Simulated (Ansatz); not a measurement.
ZnS (zinc blende), relaxed with HSE06 (Ansatz, a quantum-chemistry and plane-wave program, plane waves, PAW): a = b = c = 5.4247 Å, α = β = γ = 90.00°.

* **gap (eV)**: 3.28
* **B₀ by P(V) fit (GPa)**: 75.0

Task: The same phase is relaxed and computed with LDA in the same code. What are the cell and these values now?

Result: a = b = c = 5.297 Å, α = β = γ = 90.00°.

- gap (eV): 2.12
- B₀ by P(V) fit (GPa): 86.4

All cells were relaxed under the symmetry of their starts (and spin orders); stability against distortions was not tested throughout.

Potentials: the earlier of the program's two PAW sets.

Ansatz is a plane-wave DFT program.
